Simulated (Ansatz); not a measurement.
Values for one crystal, relaxed and computed with the program Ansatz at the PBEsol level (PAW); other levels are named.

```yaml
volume_per_atom: 21.66 Å³
electronic_character: metallic (no gap)
zone_centre_stability: no imaginary mode at Γ
highest_zone_centre_frequency: 206 cm⁻¹
Density of states at the Fermi level: 2.0 states/eV per atom (mean over ±0.08 eV)
mechanical_stability: unstable (C has a negative eigenvalue)
Gap with spin–orbit coupling: none (metallic)
```

### Question
Pick the material that matches.
A. MoPt, rock salt
B. TaAl, CsCl type
C. ZrMo, rock salt
D. ZrTa, rock salt

### Answer
D, ZrTa, rock salt

Space group Fm-3m (rock salt). The start of the workflow was typed in or built on a structure type; neither database checked (COD, Materials Project) lists it. Whether it is the stable phase at ambient conditions was not checked. The PBEsol relaxation kept the symmetry of its start. No spin polarisation was allowed. Its formation energy is positive at this level, so the cell may be metastable or incomplete. As this level gives no gap, phonon frequencies hold no LO–TO term and depend on the k-mesh and smearing (Fermi–Dirac, 0.1 eV here). Scalar-relativistic: spin–orbit coupling is off unless named, which matters more the heavier the elements.

Potentials: the earlier of the program's two PAW sets. The files were generated under PBE; for other functionals the program regenerates the frozen cores, and for LDA and PBEsol the local potential too.
